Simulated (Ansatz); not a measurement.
Zr$_{2}$Ga$_{3}$Cu in space group Cm (No. 8; Pearson symbol mS12), PBE (plane waves, PAW; program Ansatz), all energies at zero smearing, with the estimated change up to a 700 eV cutoff added, with one set of potentials and settings (totals compare only within such a set). Cell of 6 atoms (2 Zr, 3 Ga, 1 Cu): -26345.166 eV.

```tsv
element	reference phase	E (eV/atom)
Zr	P6_3/mmc, 2 atoms in the cell	-4183.8611
Ga	Cmce, 4 atoms in the cell	-3783.0259
Cu	Fm-3m, 1 atoms in the cell	-6625.1847
```

Formation energy per atom, worked out: (-26345.166 − 2×(-4183.8611) − 3×(-3783.0259) − 1×(-6625.1847))/6 = -0.530 eV/atom (-51 kJ per mol of atoms), at 0 K, without zero-point energy or fitted corrections.

The first step of the workflow began from a Materials Project structure, measured or hypothetical; the Crystallography Open Database copy checked does not list it. With Ga and Cu taken as one species the cell has the higher symmetry Ima2, so it may be an ordered model of a mixed-site phase. Its standing as an ambient phase is unchecked. The PBE relaxation kept the symmetry of its start; its stability against distortions is not shown here. No spin polarisation was allowed. The references are the lowest solids computed at this level, not always the standard phases.

Potentials: the earlier of the program's two PAW sets.
